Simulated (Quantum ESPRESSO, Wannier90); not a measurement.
GaAs (zinc blende): Wannier90 run

```
GaAs
1.0
    0.00000     2.87509     2.87509
    2.87509     0.00000     2.87509
    2.87509     2.87509     0.00000
Ga As
1 1
Direct
  0.00000   0.00000   0.00000
  0.75000   0.75000   0.75000
```

Materials Project entry mp-2534; symmetrised, unrelaxed at this level. COD (Crystallography Open Database) has an entry of this formula and space group (matched by these alone). Computed values, not measurements, from PBEsol: Quantum ESPRESSO (norm-conserving PseudoDojo potentials, cutoff 68 Ry, spinors with spin-orbit coupling) on a Γ-centred 8×8×8 mesh, then Wannier90. Density: 10×10×10 mesh, cold smearing 0.01 Ry.

Base run: 16 functions from bands 21-50 of the 50 computed, start hydrogen-like Ga: s;p; As: s;p, centres 0.05 Å off the atoms, frozen window up to 1.50 eV relative to the Fermi level, outer window open. One setting was then changed (edges relative to the Fermi level; misfit to pw.x on a path, for states up to 1.0 eV relative to the Fermi level).

| run | Ω_I (Å²) | rms misfit (meV) | worst (meV) |
|---|---|---|---|
| base | 20.94 | 5.3 | 51 |
| changed | 20.20 | 92 | 424 |

**Question.** Which change was made?
(A) frozen window to 2.50 eV
(B) outer window to 14.66 eV
(C) frozen window to 3.50 eV
(D) frozen window to -1.50 eV
(E) no frozen window

**Answer.** D, frozen window to -1.50 eV. The others give:

```tsv
run	Ω_I (Å²)	rms misfit (meV)	worst (meV)
frozen window to 2.50 eV	24.10	4.4	20
frozen window to 3.50 eV	25.97	5.2	20
no frozen window	19.30	257	907
outer window to 14.66 eV	23.83	3.2	38
```
